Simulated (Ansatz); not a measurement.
Starting cell, AgCl (rock salt):

```yaml
crystal:
  lattice:
    - [0.00000, 5.61150, 5.61150]
    - [2.80575, 0.00000, 2.80575]
    - [2.80575, 2.80575, 0.00000]
  atoms:
    - { symbol: Cl, position: [0.00000, 0.00000, 0.00000] }
    - { symbol: Cl, position: [0.50000, 0.00000, 0.00000] }
    - { symbol: Ag, position: [0.25000, 0.50000, 0.50000] }
    - { symbol: Ag, position: [0.75000, 0.50000, 0.50000] }
```

A phonon eigenvector at L = (0.5, 0.0, 0.0) is frozen into this cell: atom i moves by Q times the vector below, so Q is the largest atomic displacement, in Å. The cell is held. (q is in reciprocal vectors of the primitive cell; the cell shown is doubled to hold the pattern.)

```csv
atom,x,y,z
Cl1,-0.577,0.577,0.577
Cl2,0.577,-0.577,-0.577
```

Atoms not listed stay in place.

These are PBE (plane waves to 420 eV, PAW, scalar-relativistic; Ansatz, a quantum-chemistry and plane-wave program) values and carry that method's errors. k mesh 5×10×10 (Γ-centred), Fermi-Dirac smearing 0.05 eV. The energy includes the smearing's −TS. AgCl was relaxed with its symmetry unable to fall. ΔE is measured from the undisplaced structure.

```tsv
Q (Å)	ΔE (meV/cell)
-0.100	41.7
-0.067	18.5
-0.033	4.6
0.000	0.0
0.033	4.6
0.067	18.5
0.100	41.7
```

Which DFPT wavenumber at L = (0.5, 0.0, 0.0) belongs to this mode?
(A) 178 cm⁻¹
(B) 93 cm⁻¹
(C) 54 cm⁻¹
(D) 17 cm⁻¹

A, 178 cm⁻¹. The curvature of the scan gives 178 cm⁻¹

(For displaced atoms, the force is minus the slope of the energy, and its curvature is a force constant, which sets phonon frequencies.)
